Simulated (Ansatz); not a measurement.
BAs:
```
BAs
1.0
    3.26278     0.00000     0.00000
   -1.63139     2.82565     0.00000
    0.00000     0.00000     5.44673
B As
2 2
Cartesian
  0.00000   0.00000   0.00000
  0.00000   0.00000   2.72336
  0.00000   1.88377   1.36168
  1.63139   0.94188   4.08505
```

Relaxed with PBE. Special points in fractions of this cell's reciprocal vectors: Γ (0.000, 0.000, 0.000); M (0.500, 0.000, 0.000); K (0.333, 0.333, 0.000); A (0.000, 0.000, 0.500); L (0.500, 0.000, 0.500); H (0.333, 0.333, 0.500).

Problem. List the band energies nearest the Fermi level at these points for PBE in the plane-wave PAW code Ansatz.

Solution. In eV from the Fermi level; about four levels below and three above (degenerate sets whole), none deeper than 8.9 eV; points with the same levels are listed once.

```json
[
 {"k": "Γ", "below": "-0.70 -0.70", "above": "0.09 1.37 1.37"},
 {"k": "M", "below": "-6.88 -5.77 -5.52 -3.64", "above": "1.04 1.16 1.45"},
 {"k": "K", "below": "-4.34 -4.34 -4.32 -4.29 -4.29", "above": "4.02 7.17 7.17"},
 {"k": "A", "below": "-5.26 -5.26", "above": "0.10 0.10 0.10 0.10"},
 {"k": "L", "below": "-2.04 -2.04 -0.81 -0.81", "above": "3.32 3.32 6.34 6.34"},
 {"k": "H", "below": "-6.72 -6.72 -0.15 -0.15", "above": "0.45 0.45 2.10 2.10"}
]
```

Space group P6_3/mmc (NiAs type). The cell is a constructed one: a structure type filled with these elements; neither database checked (COD, Materials Project) lists it. It is not the phase usual at ambient conditions (space group No. 216). The PBE relaxation kept the symmetry of its start; whether a distortion lowers the energy is not shown. Scalar-relativistic: spin–orbit coupling is off unless named, which matters more the heavier the elements.

Potentials: the later of the program's two PAW sets.
